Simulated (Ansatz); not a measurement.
Data:

LaIn:
```yaml
crystal:
  lattice:
    - [3.95846, 0.00000, 0.00000]
    - [0.00000, 3.95846, 0.00000]
    - [0.00000, 0.00000, 3.95846]
  atoms:
    - { symbol: La, position: [0.50000, 0.50000, 0.50000] }
    - { symbol: In, position: [0.00000, 0.00000, 0.00000] }
```

This is the r²SCAN-relaxed structure.

Question: All from r²SCAN (plane waves, PAW; program Ansatz), unless another level is named. Give the density of states at the Fermi level.

Answer: 0.41 states/eV per atom (mean over ±0.08 eV).

Question: Predict the formation energy from the elements (no fitted shifts).

Answer: -0.64 eV/atom.

Space group Pm-3m (CsCl type). The first step of the workflow began from a Materials Project structure, measured or hypothetical; the Crystallography Open Database copy checked does not list it. With La and In taken as one species the cell has the higher symmetry Im-3m, so it may be an ordered model of a mixed-site phase. Whether it is the stable phase at ambient conditions was not checked. The r²SCAN relaxation kept the symmetry of its start; whether a distortion lowers the energy is not shown. The references are the lowest solids computed at this level, not always the standard phases. Scalar-relativistic: spin–orbit coupling is off unless named, which matters more the heavier the elements.

Potentials: the later of the program's two PAW sets.
